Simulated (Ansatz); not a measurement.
Values for one crystal, relaxed and computed with LDA (plane waves, PAW; program Ansatz); other levels are named.

| Item | Value |
|---|---|
| Volume per atom | 22.29 Å³ |
| Band gap | 1.32 eV (indirect) |
| Zero-point energy | 44.0 meV/atom |
| Hole effective mass, band 3 of 3 at the edge | 0.12 along [100], 0.095 along [110], 0.089 along [111] (mₑ) |
| Debye temperature from the elastic constants | 388 K |
| Vibrational entropy at 300 K | 27.5 J/(K·mol of atoms) |
| Elastic constants (relaxed ions, GPa) | C11 = 113, C12 = 57.0, C44 = 53.8 |

Task: Pick the material that matches.
A. BeTe, zinc blende
B. GeAs, C2/m (Pearson symbol mS24)
C. GaN, zinc blende
D. AlAs, zinc blende

Result: D, AlAs, zinc blende

Space group F-43m (zinc blende). The LDA relaxation kept the symmetry of its start. Scalar-relativistic: spin–orbit coupling is off unless named, which matters more the heavier the elements.

Potentials: the earlier of the program's two PAW sets. The files were generated under PBE; for other functionals the program regenerates the frozen cores, and for LDA and PBEsol the local potential too.
